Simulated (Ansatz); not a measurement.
Input and command of a plane-wave DFT calculation in Ansatz:

```yaml
crystal:
  lattice:
    - [-3.0225, 3.0225, 3.0980625]
    - [3.0225, -3.0225, 3.0980625]
    - [3.0225, 3.0225, -3.0980625]
  atoms:
    - { symbol: Cs, position: [0.0, 0.0, 0.0] }
basis:
  ecutwfc: 420
kpoints:
  mp_grid: { grid: [12, 12, 12] }
hamiltonian:
  xc: pbesol
scf:
  occupations: { method: gaussian, width: 0.15 }
output:
  forces: true
  stress: true
  eigenvalues: true
```

```bash
ansatz run input.yaml --threads 1 --pin off --max-ram 2560MiB --backend cpu --events-out ev --progress --plain --runs-dir out
```

Processor: Arm Neoverse V2, 1 thread, on a host shared with other jobs.

Q: Estimate time, memory and problem size.

A: About 7.5 s on 1 thread of Arm Neoverse V2, with other jobs on the host, peak memory 0.46 GiB. It solves 9 bands at 163 k points (the mesh reduced by symmetry) with about 2195 plane waves, in 6 SCF iterations.
